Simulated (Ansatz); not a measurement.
MgB$_{2}$ (AlB2 type, space group P6/mmm)

```
MgB2
1.0
    3.06322     0.00000     0.00000
   -1.53161     2.65283     0.00000
    0.00000     0.00000     3.49987
Mg B
1 2
Direct
  0.00000   0.00000   0.00000
  0.33333   0.66667   0.50000
  0.66667   0.33333   0.50000
```

Two-dimensional scan of atom 3 (B, nearest neighbour B at 1.769 Å; its periodic images, 3.1 Å or more away, move with it): u runs along (1.000, 0.000, 0.000), v along (0.000, 1.000, 0.000) (Cartesian). Cell and other atoms are fixed.

Level of theory: PBEsol (plane waves to 420 eV, PAW, scalar-relativistic; Ansatz, an electronic-structure program). k mesh 14×14×11 (Γ-centred), Fermi-Dirac smearing 0.05 eV. E stands for the smeared free energy. Points where atoms come too close for the PAW data are left out (x in tables, blank in figures). With partly filled bands, energies and forces of such displacements shift with the k mesh and the smearing. MgB2 was relaxed with its symmetry unable to fall. ΔE is measured from the undisplaced structure. Axes are in Å.

```
ΔE (meV/cell)  u = -0.440  u = -0.293  u = -0.147  u = 0.000  u = 0.147  u = 0.293  u = 0.440
-------------  ----------  ----------  ----------  ---------  ---------  ---------  ---------
v = -0.440           1979        1998        2081       2127       2081       1998       1979
v = -0.293           1150         854         733        ___        733        854       1150
v = -0.147           1004         446         183        120        183        446       1004
v = 0.000            1412         ___          99          0         99        ___       1412
v = 0.147            2307         945         269         77        269        945       2307
v = 0.293               x         ___         643        350        643        ___          x
v = 0.440               x        2477        1180        801       1180       2477          x
```

Task: Some entries are withheld; supply them.

Result: 
- v = -0.293, u = 0.000: 707
- v = 0.000, u = -0.293: 525
- v = 0.000, u = 0.293: 525
- v = 0.293, u = -0.293: 1623
- v = 0.293, u = 0.293: 1623

(A displaced cell: forces are minus the slopes of the energy, force constants its curvatures, and phonons follow from these.)
